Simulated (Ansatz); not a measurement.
**EuLuCuTe3: what a change of kpoints.mp_grid.grid, scf.max_iter does**

All numbers are calculated (PBE, collinear spin, no spin-orbit coupling; Ansatz, PAW set soft_2, 420 eV, k-mesh 8×8×4), not measured. These are the settings of the reference run.

Cell:

```xyz
12
Lattice="2.1432 -7.1673 0.0000 2.1432 7.1673 0.0000 0.0000 0.0000 11.1854" Properties=species:S:1:pos:R:3 pbc="T T T"
Eu    2.1432    3.7139    8.3891
Eu    2.1432   -3.7139    2.7964
Lu    0.0000    0.0000    5.5927
Lu    0.0000    0.0000    0.0000
Cu    2.1432   -0.4084    8.3891
Cu    2.1432    0.4084    2.7964
Te    2.1432   -5.9859    8.3891
Te    2.1432    5.9859    2.7964
Te    2.1432   -2.0270    6.2956
Te    2.1432    2.0270    0.7029
Te    2.1432    2.0270    4.8898
Te    2.1432   -2.0270   10.4825
```

The reference run of this cell is solved again as a single point with these keys changed:

| key | reference run | changed run |
| --- | --- | --- |
| kpoints.mp_grid.grid | [8, 8, 4] | [1, 1, 1] |
| scf.max_iter | not typed | 75 |

Q: How far do the results move?

A: 

| quantity | reference run | changed run |
| --- | --- | --- |
| energy, changed less reference (meV an atom) | 0 | 874.3 |
| pressure (GPa) | 0.0 | 6.3 |
| largest force (eV/Å) | 0.00 | 1.24 |
| gap on the mesh (eV) | 0.07 | 0.47 |
| moment of the cell (μB) | 14.00 | 14.00 |

The energy moves by 874 meV an atom (10.49 eV for the cell). It took 19 iterations. The change was made on purpose as a fault (one k-point for a small cell); the changed values aren't properties of EuLuCuTe3. A gap taken on a mesh is an upper bound, since the band edges can lie between its points.

Caveats: the reference run: 4f shell without a U, which puts 4f levels too near the Fermi level; the reference run: open f or d shells may hold a state above the lowest; a single point, atoms not relaxed again; semilocal functionals make gaps too small and can close them.
